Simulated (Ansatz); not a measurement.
Name crystals whose computed values (DFT-PBE in the program Ansatz with PAW potentials) fall in these windows: electron conductivity mass (mₑ) 7.3 to 9.6; gap (eV) 0.97 to 1.1.



```csv
crystal,electron conductivity mass (mₑ),gap (eV)
"FeBiO3, R3c (Fe on 6a, Bi on 6a, O on 18b)",8.8,1.07
```
Others may fit too.

Spin orders computed, not proven ground states: FeBiO3, R3c (Fe on 6a, Bi on 6a, O on 18b) antiferromagnetic. The cell was relaxed under the symmetry of its start. No Hubbard U is applied. Spin–orbit coupling is left out wherever it is not named.

Potentials: the earlier of the program's two PAW sets.
